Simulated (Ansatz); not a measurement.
Input:

SiRh:
```yaml
crystal:
  lattice:
    - [4.67270, 0.00000, 0.00000]
    - [0.00000, 4.67270, 0.00000]
    - [0.00000, 0.00000, 4.67270]
  atoms:
    - { symbol: Si, position: [0.15787, 0.34213, 0.65787] }
    - { symbol: Si, position: [0.34213, 0.65787, 0.15787] }
    - { symbol: Si, position: [0.65787, 0.15787, 0.34213] }
    - { symbol: Si, position: [0.84213, 0.84213, 0.84213] }
    - { symbol: Rh, position: [0.84746, 0.65254, 0.34746] }
    - { symbol: Rh, position: [0.65254, 0.34746, 0.84746] }
    - { symbol: Rh, position: [0.34746, 0.84746, 0.65254] }
    - { symbol: Rh, position: [0.15254, 0.15254, 0.15254] }
```

This is the PBEsol-relaxed structure.

**Question.** All from DFT-PBEsol in the program Ansatz with PAW potentials, unless another level is named. Predict the Poisson's ratio.

**Answer.** 0.33.

**Question.** Next, the highest zone-centre frequency?

**Answer.** 363 cm⁻¹.

**Question.** Predict the zero-point energy.

**Answer.** 44.0 meV/atom.

**Question.** And the elastic constants (relaxed ions, GPa)?

**Answer.** C11 = 361, C12 = 190, C44 = 102.

Space group P2_13. The workflow started from a Materials Project entry (that database holds measured and hypothetical structures alike); the Crystallography Open Database copy checked does not list it. COD files the formula under space group No. 14. Whether it is the stable phase at ambient conditions was not checked. The cell was relaxed with PBEsol under the symmetry of its start; whether a distortion lowers the energy is not shown. No spin polarisation was allowed. As this level gives no gap, shear constants depend on the k-mesh and smearing (Fermi–Dirac, 0.1 eV here). As this level gives no gap, phonon frequencies hold no LO–TO term and depend on the k-mesh and smearing (Fermi–Dirac, 0.1 eV here).

Potentials: the earlier of the program's two PAW sets. The files were generated under PBE; for other functionals the program regenerates the frozen cores, and for LDA and PBEsol the local potential too.
